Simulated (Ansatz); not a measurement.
Data:

GeSe$_{2}$:
```
GeSe2
1.0
   -2.73864     2.73864     5.08923
    2.73864    -2.73864     5.08923
    2.73864     2.73864    -5.08923
Ge Se
2 4
Direct
  0.50000   0.50000   0.00000
  0.25000   0.75000   0.50000
  0.26544   0.26544   0.00000
  0.01544   0.51544   0.50000
  0.48456   0.98456   0.50000
  0.73456   0.73456   0.00000
```

This is the PBE-relaxed structure.

All from plane-wave PAW PBE (Ansatz code), unless another level is named. Predict the electronic character.

metallic (no gap).

What about the formation energy from the elements (no fitted shifts)?

0.073 eV/atom.

Next, the density of states at the Fermi level?

0.14 states/eV per atom (mean over ±0.08 eV).

Space group I4_1/amd (anatase). The cell is a constructed one: a structure type filled with these elements; neither database checked (COD, Materials Project) lists it. Whether it is the stable phase at ambient conditions was not checked. Symmetry was held in the PBE relaxation; whether a distortion lowers the energy is not shown. The references are the lowest solids computed at this level, not always the standard phases. Scalar-relativistic: spin–orbit coupling is off unless named, which matters more the heavier the elements.

Potentials: the later of the program's two PAW sets.
